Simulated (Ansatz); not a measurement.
NaBaBr3 in the cubic perovskite structure, relaxed with r2SCAN in Ansatz 0.2.0. Space group Pm-3m (No. 221), cubic; conventional cell a = 6.261 Å, 49.08 Å³ an atom. Na has 12 Br at 4.43 Å; Ba has 6 Br at 3.13 Å; Br has 2 Ba at 3.13 Å and 4 Na at 4.43 Å.

The axes x, y and z are those of this cell:
```yaml
crystal:
  lattice:
    - [6.26057, 0.00000, 0.00000]
    - [0.00000, 6.26057, 0.00000]
    - [0.00000, 0.00000, 6.26057]
  atoms:
    - { symbol: Na, position: [0.00000, 0.00000, 0.00000] }
    - { symbol: Ba, position: [0.50000, 0.50000, 0.50000] }
    - { symbol: Br, position: [0.50000, 0.50000, 0.00000] }
    - { symbol: Br, position: [0.50000, 0.00000, 0.50000] }
    - { symbol: Br, position: [0.00000, 0.50000, 0.50000] }
```

Unstrained: PBE gives an indirect gap of 2.866 eV, from R to Γ; the least direct gap is 3.029 eV at Γ. With r2SCAN the valence top lies at R and the conduction bottom at Γ, 3.637 eV higher; the smallest vertical gap, at Γ, is 3.792 eV. HSE06 gives an indirect gap of 3.967 eV, from R to Γ; the least direct gap is 4.150 eV at Γ. Meshes: PBE 4×4×4, r2SCAN 4×4×4, HSE06 2×2×2. Strains are changes of length per length. After each strain the atoms were relaxed again with r2SCAN within the symmetry that the strain leaves, so tilts or polar shifts that break it weren't tested; points keep the names that they have in the unstrained zone. All values are calculated for a non-magnetic cell, which may be hypothetical.

**Question.** One strain changed the r2SCAN stress by xx -0.85, yy -0.09, zz -0.09 GPa (compression positive) and the gap by -0.026 eV (PBE), -0.019 eV (r2SCAN), -0.026 eV (HSE06). Which kind of strain was it, and roughly how large?

**Answer.** Uniaxial +2.5 % along x, other directions held. The pattern of the stress gives the kind; the size needs the stiffness, so it is an estimate.

**Question.** One strain changed the r2SCAN stress by xx -0.13, yy -0.13, zz -1.24 GPa (compression positive) and the gap by -0.043 eV (PBE), -0.031 eV (r2SCAN), -0.041 eV (HSE06). Which kind of strain was it, and roughly how large?

**Answer.** Uniaxial +4.0 % along z, other directions held. The pattern of the stress gives the kind; the size needs the stiffness, so it is an estimate.

**Question.** Apply epitaxial +3.0 % in the xy plane, free normal strain -0.54 %. How far does the gap move, against the unstrained cell?

**Answer.** PBE: the gap goes from 2.866 to 2.824 eV (-0.042 eV). r2SCAN: the gap goes from 3.637 to 3.611 eV (-0.026 eV). HSE06: the gap goes from 3.967 to 3.927 eV (-0.040 eV). The r2SCAN energy rises by 10.4 meV an atom.

**Question.** Estimate what epitaxial +2.0 % in the xy plane, free normal strain -0.36 % does to the gap.

**Answer.** PBE: the gap goes from 2.866 to 2.838 eV (-0.028 eV). r2SCAN: the gap goes from 3.637 to 3.620 eV (-0.017 eV). HSE06: the gap goes from 3.967 to 3.940 eV (-0.027 eV). The r2SCAN energy rises by 4.8 meV an atom.

The runs are scalar-relativistic, without spin-orbit coupling.

The meshes of the hybrids are coarse, so their gaps aren't converged to the digits shown.
